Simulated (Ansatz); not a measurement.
AlCo:
```yaml
crystal:
  lattice:
    - [1.33274, -4.60225, 0.00000]
    - [1.33274, 4.60225, 0.00000]
    - [0.00000, 0.00000, 3.92186]
  atoms:
    - { symbol: Al, position: [0.66076, 0.33924, 0.25000], spin: 0.0 }
    - { symbol: Co, position: [0.92922, 0.07078, 0.25000], spin: 0.4 }
    - { symbol: Al, position: [0.33924, 0.66076, 0.75000], spin: 0.0 }
    - { symbol: Co, position: [0.07078, 0.92922, 0.75000], spin: 0.4 }
```

Relaxed with plane-wave PAW PBEsol (Ansatz code). Indices refer to the conventional cell of Cmcm, a = 2.6655 Å, b = 9.2045 Å, c = 3.9219 Å, α = β = γ = 90.00°.

### Question
Simulate the powder diffraction pattern (Cu Kα, λ = 1.54184 Å; lines above 1 %) up to 2θ = 90°.

### Answer
Simulated powder pattern, Cu Kα, λ = 1.54184 Å (kinematic, ideal powder, no thermal factors, no anomalous dispersion; the 30 strongest lines at most, above 1 %, up to 2θ = 90°):

| 2θ (°) | d (Å) | I/Imax (%) | hkl |
|---|---|---|---|
| 19.29 | 4.602 | 55 | (020) |
| 29.93 | 2.985 | 28 | (021) |
| 35.05 | 2.560 | 57 | (110) |
| 39.15 | 2.301 | 10 | (040) |
| 42.15 | 2.144 | 94 | (111) |
| 45.05 | 2.012 | 27 | (130) |
| 45.71 | 1.985 | 100 | (041) |
| 46.30 | 1.961 | 57 | (002) |
| 50.60 | 1.804 | 8.0 | (022) |
| 51.01 | 1.790 | 85 | (131) |
| 59.37 | 1.557 | 22 | (112) |
| 60.33 | 1.534 | 2.4 | (060) |
| 61.19 | 1.515 | 13 | (150) |
| 62.20 | 1.493 | 5.0 | (042) |
| 65.31 | 1.429 | 5.5 | (061) |
| 66.13 | 1.413 | 4.6 | (151) |
| 66.59 | 1.404 | 16 | (132) |
| 70.68 | 1.333 | 15 | (200) |
| 74.06 | 1.280 | 2.2 | (220) |
| 78.61 | 1.217 | 2.6 | (221) |
| 80.05 | 1.199 | 11 | (152) |
| 81.65 | 1.179 | 16 | (170) |
| 82.93 | 1.164 | 12 | (113) |
| 83.90 | 1.153 | 2.0 | (240) |
| 84.14 | 1.151 | 4.3 | (080) |
| 85.41 | 1.137 | 14 | (043) |
| 88.34 | 1.106 | 26 | (241) |
| 88.58 | 1.104 | 5.4 | (081) |
| 88.76 | 1.102 | 16 | (202) |
| 89.37 | 1.096 | 15 | (133) |

The start of the workflow was typed in or built on a structure type; neither database checked (COD, Materials Project) lists it. Its standing as an ambient phase is unchecked. The PBEsol relaxation kept the symmetry of its start; its stability against distortions is not shown here. Spin order of the final state: ferromagnetic, the only order run, not a proven ground state. Axis ratios of metals converge slowly with the k-mesh, so a and c are less sure than the volume.

Potentials: the later of the program's two PAW sets.
